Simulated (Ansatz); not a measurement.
## Structure types of Co compared at 34 GPa

Structure types of Co are relaxed in primitive cells with their symmetry kept at 34 GPa, first on PAW files, then by LAPW. The enthalpy is E + pV at zero temperature, without zero-point motion. Only the types listed were tried, and differences under about 5 meV/atom are mesh noise. Not among the end structures: fcc, bcc, which may lie lower.

All numbers are PBEsol results (scalar-relativistic) from Ansatz 0.2.0, with Fermi–Dirac smearing of 0.08 eV, spin-polarised from start moments Co1 1.7, Co2 1.7 μB. Methods: LAPW: all electrons, basis error target 0.5 meV/atom; PAW: frozen-core files, cutoff 420 eV.

k meshes: hcp 19×19×10, sc 18×18×18, beta tin 19×19×19, diamond 15×15×15.

Other magnetic orders may lie lower. The PAW files were made under PBE.

```tsv
start type	ends as	a, b, c (Å)	V (Å³/atom)	H − H(lowest), LAPW (meV/atom)	moment (μB/atom)
hcp	hcp, P6_3/mmc	2.369, 2.369, 3.826	9.30	0.0	1.46
sc	sc, Pm-3m	2.181, 2.181, 2.181	10.38	?	1.44
beta tin	beta tin, I4_1/amd	4.210, 4.210, 2.266	10.04	799.8	1.49
diamond	diamond, Fd-3m	4.597, 4.597, 4.597	12.15	?	0.00
```

Give the missing entry: row "diamond", column "H − H(lowest), LAPW (meV/atom)".

2131.6.

Fill in "H − H(lowest), LAPW (meV/atom)" for the row "sc".

1140.4.

Split the lead of hcp over beta tin into energy and pV.

For beta tin less hcp: ΔE = +642.8 meV/atom, and p·ΔV = 34 GPa × +0.7402 Å³ × 6.242 meV/(GPa·Å³) = +157.1 meV/atom, together 799.9 meV/atom. hcp wins on both counts.
